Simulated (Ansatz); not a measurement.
Ge₂Sb₂Te₅ (Ge2Sb2Te5-Kooi type, space group P-3m1)

```xyz
9
Lattice="4.2663 0.0000 0.0000 -2.1331 3.6947 0.0000 0.0000 0.0000 17.6190" Properties=species:S:1:pos:R:3 pbc="T T T"
Te     0.0000     0.0000     0.0000
Ge     2.1331     1.2316     1.7218
Ge     0.0000     2.4631    15.8972
Te     0.0000     2.4631     3.4014
Te     2.1331     1.2316    14.2177
Sb     0.0000     0.0000     5.4304
Sb     0.0000     0.0000    12.1887
Te     2.1331     1.2316     7.1303
Te     0.0000     2.4631    10.4887
```

The slice is a (0001) plane (indices of the conventional cell) through the point (0.333, 0.667, 0.193) (fractional), spanned by u = [110] and v = [1 -1 0] in vectors of this cell: u (4.27 Å) and v (7.39 Å, at 90° to u). It covers one period; positions are fractions (u, v).

Computed with r2SCAN (plane waves to 500 eV, PAW, scalar-relativistic; Ansatz, a quantum-chemistry and plane-wave program). k mesh 9×9×2. Inside the PAW spheres the values are not all-electron values, and peaks at nuclei hang on which shells count as valence. Ge2Sb2Te5 was relaxed with its symmetry unable to fall. Spin-orbit coupling is left out, though Sb and Te are heavy.

Task: Predict the map of the electrostatic potential energy of an electron, from the cell's mean on the slice.

Result: 
```
|xxxx2799972xxx|
|xxx048999840xx|
|xx03789998730x|
|12578999998752|
|77899999999987|
|99999999999999|
|99999877789999|
|99997521257999|
|999730xxx03799|
|99840xxxxx0489|
|9972xxxxxxx279|
|9970xxxxxxx079|
|9972xxxxxxx279|
|99840xxxxx0489|
|998730xxx03789|
|99987521257899|
|99999877789999|
|99999999999999|
|77899999999987|
|12579999999752|
|xx03799999730x|
|xxx048999840xx|
|xxxx2799972xxx|
|xxxx0799970xxx|
```
Scale: ten equal steps from -3.00 (start of '0') to 5.04 (end of '9'), in the order '0123456789'. Values: electrostatic potential energy of an electron, from the cell's mean, in eV. The map has 14 points along u (one character each, u = 0 at the left) and 24 along v (v = 0 in the bottom row). Points within 1 Å of a nucleus are blanked (x), as the pseudised field means little there. Values under -3 eV are set to -3. The zero, the cell's mean, hangs on the PAW cores.
